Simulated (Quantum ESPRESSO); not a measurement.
Ti5AuAgMg, input and log of a self-consistent run

Simulated, not a measurement. The program is pw.x of Quantum ESPRESSO 7.5 (plane-wave density functional theory). The cell is made up: eight metal atoms on a hexagonal close-packed lattice, with elements, volume, strain and displacements drawn at random and not relaxed, so it may be unstable or far from any real phase. PseudoDojo standard norm-conserving files set the functional (PBE unless stated); there is no spin polarisation or spin-orbit coupling, the Fermi-Dirac width of 0.25 eV means electrons at about 2900 K, and the masses in the input are unused placeholders. Heavy elements are run without spin-orbit coupling, which real alloys of them have. A spin test at this wide smearing found no moment, but such smearing suppresses magnetism that the real alloy may have.

Input:

```
&control calculation='scf', pseudo_dir='./dojo.nc.sr.pbe.v0_5.standard.upf', outdir='./o', disk_io='medium', tprnfor=.true., tstress=.true. /
&system ibrav=0, nat=8, ntyp=4, nbnd=68, ecutwfc=84.00895049, nosym=.true., tot_charge=0,
 occupations='smearing', smearing='fd', degauss=0.0183746611
/
&electrons conv_thr=1.470e-08, electron_maxstep=70, mixing_beta=0.5 /
ATOMIC_SPECIES
Ag 1.0 Ag.upf
Au 1.0 Au.upf
Mg 1.0 Mg.upf
Ti 1.0 Ti.upf
CELL_PARAMETERS angstrom
2.8664 0.0122 0.0154
0.0211 4.8672 -0.0061
0.0498 -0.0114 9.1803
ATOMIC_POSITIONS angstrom
Ti 0.0587 0.0337 0.0813
Au 0.0535 0.0061 4.6865
Ti 0.0211 1.6789 2.3486
Ag 0.1142 1.5256 6.8855
Ti 1.5037 2.3822 -0.0086
Ti 1.4561 2.4013 4.6274
Mg 1.4411 4.0874 2.3082
Ti 1.5329 4.0124 6.8257
K_POINTS automatic
8 5 3 1 1 1
```

The log is shortened where brackets say so; the opening notice, blank lines, dates and the lines on written files are dropped, and the path of the files is cut. It prints rydbergs, bohrs and kilobars, and counts compression as positive stress. Its total energy is the free energy E - TS of the whole cell.

```
     Program PWSCF v.7.5
     Parallel version (MPI & OpenMP), running on       1 processor cores
     Number of MPI processes:                 1
     Threads/MPI process:                     1
     [start-up lines left out]
     bravais-lattice index     =            0
     lattice parameter (alat)  =       5.4168  a.u.
     unit-cell volume          =     864.2673 (a.u.)^3
     number of atoms/cell      =            8
     number of atomic types    =            4
     number of electrons       =       108.00
     number of Kohn-Sham states=           68
     kinetic-energy cutoff     =      84.0090  Ry
     charge density cutoff     =     336.0358  Ry
     scf convergence threshold =      1.5E-08
     mixing beta               =       0.5000
     number of iterations used =            8  plain     mixing
     Exchange-correlation= PBE
                           (   1   4   3   4   0   0   0)
     [axes and pseudopotential details left out]
   Cartesian axes
     site n.     atom                  positions (alat units)
         1        Ti     tau(   1) = (   0.0204782   0.0117566   0.0283624  )
         2        Au     tau(   2) = (   0.0186641   0.0021281   1.6349393  )
         3        Ti     tau(   3) = (   0.0073610   0.5857035   0.8193360  )
         4        Ag     tau(   4) = (   0.0398400   0.5322231   2.4020856  )
         5        Ti     tau(   5) = (   0.5245830   0.8310578  -0.0030002  )
         6        Ti     tau(   6) = (   0.5079772   0.8377210   1.6143216  )
         7        Mg     tau(   7) = (   0.5027443   1.4259364   0.8052420  )
         8        Ti     tau(   8) = (   0.5347697   1.3997718   2.3812237  )
     number of k points=    60  Fermi-Dirac smearing, width (Ry)=  0.0184
                       cart. coord. in units 2pi/alat
        k(    1) = (   0.0619735   0.0586898   0.0517769), wk =   0.0333333
        k(    2) = (   0.0630930   0.0584240  -0.1563903), wk =   0.0333333
     [further k points left out]
     Dense  grid:    89895 G-vectors     FFT dimensions: (  32,  54, 108)
     Estimated max dynamical RAM per process >     152.89 MB
     Initial potential from superposition of free atoms
     starting charge     107.9907, renormalised to     108.0000
     Starting wfcs are   75 randomized atomic wfcs
     total cpu time spent up to now is       37.7 secs
     per-process dynamical memory:    85.0 Mb
     Self-consistent Calculation
     iteration #  1     ecut=    84.01 Ry     beta= 0.50
     Davidson diagonalization with overlap
     ethr =  1.00E-02,  avg # of iterations =  2.7
     total cpu time spent up to now is      132.7 secs
     total energy              =   -1313.07629398 Ry
     estimated scf accuracy    <       8.59781782 Ry
     iteration #  2     ecut=    84.01 Ry     beta= 0.50
     Davidson diagonalization with overlap
     ethr =  7.96E-03,  avg # of iterations =  5.2
     total cpu time spent up to now is      243.1 secs
     total energy              =   -1314.12425576 Ry
     estimated scf accuracy    <     132.67469742 Ry
     iteration #  3     ecut=    84.01 Ry     beta= 0.50
     Davidson diagonalization with overlap
     ethr =  7.96E-03,  avg # of iterations =  6.0
     total cpu time spent up to now is      355.8 secs
     total energy              =   -1318.15274111 Ry
     estimated scf accuracy    <       9.80510427 Ry
     iteration #  4     ecut=    84.01 Ry     beta= 0.50
     Davidson diagonalization with overlap
     ethr =  7.96E-03,  avg # of iterations =  3.3
     total cpu time spent up to now is      438.7 secs
     total energy              =   -1318.59783263 Ry
     estimated scf accuracy    <       2.54358144 Ry
     iteration #  5     ecut=    84.01 Ry     beta= 0.50
     Davidson diagonalization with overlap
     ethr =  2.36E-03,  avg # of iterations =  3.0
     total cpu time spent up to now is      522.9 secs
     total energy              =   -1318.75137486 Ry
     estimated scf accuracy    <       2.23356196 Ry
     [iterations 6 to 17 left out]
     iteration # 18     ecut=    84.01 Ry     beta= 0.50
     Davidson diagonalization with overlap
     ethr =  1.13E-09,  avg # of iterations =  2.2
     total cpu time spent up to now is     1715.3 secs
     total energy              =   -1318.81308288 Ry
     estimated scf accuracy    <       0.00000013 Ry
     iteration # 19     ecut=    84.01 Ry     beta= 0.50
     Davidson diagonalization with overlap
     ethr =  1.24E-10,  avg # of iterations =  6.0
     total cpu time spent up to now is     1797.9 secs
     total energy              =   -1318.81308289 Ry
     estimated scf accuracy    <       0.00000021 Ry
     iteration # 20     ecut=    84.01 Ry     beta= 0.50
     Davidson diagonalization with overlap
     ethr =  1.24E-10,  avg # of iterations =  3.8
     total cpu time spent up to now is     1872.7 secs
     total energy              =   -1318.81308290 Ry
     estimated scf accuracy    <       0.00000009 Ry
     iteration # 21     ecut=    84.01 Ry     beta= 0.50
     Davidson diagonalization with overlap
     ethr =  8.63E-11,  avg # of iterations =  1.2
     total cpu time spent up to now is     1937.2 secs
     total energy              =   -1318.81308290 Ry
     estimated scf accuracy    <       0.00000002 Ry
     iteration # 22     ecut=    84.01 Ry     beta= 0.50
     Davidson diagonalization with overlap
     ethr =  1.86E-11,  avg # of iterations =  4.1
     total cpu time spent up to now is     2011.7 secs
     End of self-consistent calculation
     [lines on levels left out]
!    total energy              =   -1318.81308291 Ry
     estimated scf accuracy    <          1.4E-09 Ry
     smearing contrib. (-TS)   =      -0.13978410 Ry
     internal energy E=F+TS    =   -1318.67329881 Ry
     The total energy is F=E-TS. E is the sum of the following terms:
     one-electron contribution =    -554.87047209 Ry
     hartree contribution      =     319.33141332 Ry
     xc contribution           =    -202.04801441 Ry
     ewald contribution        =    -881.08622562 Ry
     convergence has been achieved in  22 iterations
     Forces acting on atoms (cartesian axes, Ry/au):
     atom    1 type  4   force =    -0.00375165   -0.01938039   -0.01480328
     atom    2 type  2   force =    -0.00217458   -0.02673767   -0.05293415
     atom    3 type  4   force =    -0.00038032    0.00382649   -0.01612496
     atom    4 type  1   force =    -0.00546227    0.02386687    0.02695991
     atom    5 type  4   force =    -0.00204701    0.01802581   -0.00277393
     atom    6 type  4   force =     0.00583041    0.00059331   -0.00513321
     atom    7 type  3   force =     0.00684907    0.00166277    0.03280170
     atom    8 type  4   force =     0.00113635   -0.00185720    0.03200793
     Total force =     0.091016     Total SCF correction =     0.000190
     Computing stress (Cartesian axis) and pressure
          total   stress  (Ry/bohr**3)                   (kbar)     P=      138.67
   0.00079574  -0.00005100  -0.00002140          117.06       -7.50       -3.15
  -0.00005100   0.00112412  -0.00009800           -7.50      165.36      -14.42
  -0.00002140  -0.00009800   0.00090810           -3.15      -14.42      133.59
     init_run     :     35.38s CPU     37.50s WALL (       1 calls)
     electrons    :   1893.18s CPU   1973.98s WALL (       1 calls)
     forces       :     15.48s CPU     15.71s WALL (       1 calls)
     stress       :     58.70s CPU     59.17s WALL (       1 calls)
     [timing details left out]
     PWSCF        :  33m23.44s CPU  34m47.83s WALL
     JOB DONE.
```

In other units: free energy -17943.366 eV for the cell, pressure 13.87 GPa, largest force component 1.361 eV/Å in size. The run took 2090 s of wall time with one process on a shared machine (AMD EPYC, Zen 5, virtual cores), so the time is rough. A rerun of this cell at a higher cutoff and on a denser mesh moved values by no more than 0.004 eV in energy, 0.05 GPa in stress and 0.005 eV/Å in force, and a second program with other atomic files agreed on that cell to 2 % rms in force and 0.5 GPa in pressure.